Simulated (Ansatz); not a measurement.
Sc3Si5:
```xyz
16
Lattice="6.3593 0.0000 0.0000 -3.1796 5.5073 0.0000 0.0000 0.0000 7.8101" Properties=species:S:1:pos:R:3 pbc="T T T"
Sc    -2.1371     3.7016     0.0000
Si    -0.8204     2.2488     1.9525
Sc     4.2743     0.0000     0.0000
Si     0.0000     0.0000     1.9525
Si     1.6423     3.6724     1.9525
Sc     1.0425     1.8056     0.0000
Si     3.1796     1.8358     1.9525
Si    -0.8219     5.0933     1.9525
Sc    -2.1371     3.7016     3.9050
Si     0.0000     3.6715     5.8575
Si     4.8219     1.8349     5.8575
Sc     4.2743     0.0000     3.9050
Si     0.0000     0.0000     5.8575
Si     2.3593     3.2585     5.8575
Sc     1.0425     1.8056     3.9050
Si     2.3577     0.4139     5.8575
```

Relaxed with PBE. Special points in fractions of this cell's reciprocal vectors: Γ (0.000, 0.000, 0.000); M (0.500, 0.000, 0.000); K (0.333, 0.333, 0.000); A (0.000, 0.000, 0.500); L (0.500, 0.000, 0.500); H (0.333, 0.333, 0.500).

Question: List the band energies nearest the Fermi level at these points for plane-wave PAW PBE (Ansatz code).

Answer: In eV from the Fermi level; about four levels below and three above (degenerate sets whole), none deeper than 8.9 eV; points with the same levels are listed once.

```tsv
k	below	above
Γ	-0.79 -0.71 -0.71 -0.39	0.17 0.17 0.92 0.92
M	-1.66 -0.80 -0.41 -0.11	0.10 0.72 1.15
K	-1.09 -1.09 -1.07 -0.80 -0.80	0.74 0.97 0.97
A	-0.26 -0.26 -0.26 -0.26	0.78 0.78 0.78 0.78
L	-0.32 -0.32 -0.08 -0.08	0.77 0.77 1.06 1.06
H	-0.83 -0.83 -0.77 -0.77	0.72 0.72 0.74 0.74
```

Space group P-62c. The start of the workflow was typed in or built on a structure type; neither database checked (COD, Materials Project) lists it. Its standing as an ambient phase is unchecked. The PBE relaxation kept the symmetry of its start; whether a distortion lowers the energy is not shown. The run is not spin-polarised.

Potentials: the earlier of the program's two PAW sets.
